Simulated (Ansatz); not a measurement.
All-electron card of As

```xyz
2
Lattice="1.8797 1.0853 3.4858 -1.8797 1.0853 3.4858 0.0000 -2.1705 3.4858" Properties=species:S:1:pos:R:3 pbc="T T T"
As    0.0000    0.0000    2.3795
As    0.0000    0.0000    8.0779
```

Atoms are numbered in the order listed.

Structure: COD 9009651, as refined from experiment and not relaxed.

All numbers below come from Ansatz 0.2.0, DFT, LDA, all-electron LAPW, scalar-relativistic.

Sampling and basis: a Γ-centred 13×13×13 k mesh, Fermi–Dirac smearing of 0.05 eV, basis error target 1 meV/atom, no spin polarisation.

* Largest force: 0.069 eV/Å on As1
* Pressure at this cell: -1.50 GPa
* Band gap: none at this level of theory (metallic, semimetallic, or a small gap that the functional closes)
* Volume per atom: 21.33 Å³

Problem. Stress xx, yy, zz (compression positive): what does the calculation give?

Solution. -1.21, -1.21, -2.09 GPa.

Problem. Give the computed value. Density of states at the Fermi level (0.2 eV bin).

Solution. 0.06 states/eV per cell.
